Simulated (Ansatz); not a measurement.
Input:

LuB2Os3:
```xyz
6
Lattice="5.4416 0.0000 0.0000 -2.7208 4.7126 0.0000 0.0000 0.0000 2.9741" Properties=species:S:1:pos:R:3 pbc="T T T"
B      0.0000     3.1417     0.0000
B      2.7208     1.5709     0.0000
Os     2.7208     0.0000     1.4870
Os     1.3604     2.3563     1.4870
Os    -1.3604     2.3563     1.4870
Lu     0.0000     0.0000     0.0000
```

This is the LDA-relaxed structure. x, y and z are the axes in which the lattice vectors are written.

Q: All from DFT-LDA in the program Ansatz with PAW potentials, unless another level is named. Predict the Poisson's ratio.

A: 0.30.

Q: What about the elastic constants (relaxed ions, GPa)?

A: C11 = 450, C12 = 236, C13 = 194, C33 = 502, C44 = 168.

Space group P6/mmm. The workflow started from an entry of the Crystallography Open Database (COD). Whether it is the stable phase at ambient conditions was not checked. The cell was relaxed with LDA under the symmetry of its start; of distortions, only those at the zone centre were tested, and some modes there are weakly imaginary. No spin polarisation was allowed. As this level gives no gap, shear constants depend on the k-mesh and smearing (Fermi–Dirac, 0.1 eV here). On the denser mesh and wider smearing of the elastic run this cell carries a stress of 0.3 GPa. Spin–orbit coupling is left out wherever it is not named.

Potentials: the later of the program's two PAW sets.
